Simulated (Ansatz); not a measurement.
Property card for NdH₂

NdH2:
```cif
data_H2Nd
_chemical_formula_sum 'Nd1 H2'
_space_group_name_H-M_alt 'P 1'
_space_group_IT_number 1
_cell_length_a 3.88342
_cell_length_b 3.88342
_cell_length_c 3.88342
_cell_angle_alpha 60.000
_cell_angle_beta 60.000
_cell_angle_gamma 60.000
loop_
_space_group_symop_operation_xyz
  'x, y, z'
loop_
_atom_site_label
_atom_site_type_symbol
_atom_site_fract_x
_atom_site_fract_y
_atom_site_fract_z
_atom_site_occupancy
Nd1 Nd 0.00000 0.00000 0.00000 1
H1 H 0.25000 0.25000 0.25000 1
H2 H 0.75000 0.75000 0.75000 1
```
The run is spin-polarised; directions of the spins, atom by atom: ↑ 0 0.

Space group Fm-3m (No. 225), fluorite; conventional cell a = 5.4920 Å, b = 5.4920 Å, c = 5.4920 Å, α = 90.00°, β = 90.00°, γ = 90.00°.

Method: r²SCAN (plane waves, PAW; program Ansatz). The cell and atoms are relaxed at this level. Other levels are named where they apply.

### Cell and energy

| Item | Value |
|---|---|
| Volume per atom | 13.80 Å³ |
| Density | 5.86 g/cm³ |

### Electronic structure

| Quantity | Result |
|---|---|
| Electronic character | metallic (no gap) |
| Density of states at the Fermi level | 0.40 states/eV per atom (mean over ±0.08 eV) |

### Magnetism

| Property | Value |
|---|---|
| Magnetic order | ferromagnetic |
| Net moment | 1.23 μB per atom |

The workflow started from a Materials Project entry (that database holds measured and hypothetical structures alike); the Crystallography Open Database files this formula in space group No. 225, but the cells were not matched. Its standing as an ambient phase is unchecked. The cell was relaxed with r²SCAN under the symmetry of its start; its stability against distortions is not shown here. The final state is ferromagnetic, chosen from 3 collinear starts compared on coarse meshes (ties went to the first, and starts can fall back to one state), not a proven ground state. Caveat: open 4f shells can settle in a state that is not the lowest. Other orbital occupations within this spin state were not tried. No Hubbard U is applied. Scalar-relativistic: spin–orbit coupling is off unless named, which matters more the heavier the elements.

Potentials: the later of the program's two PAW sets.
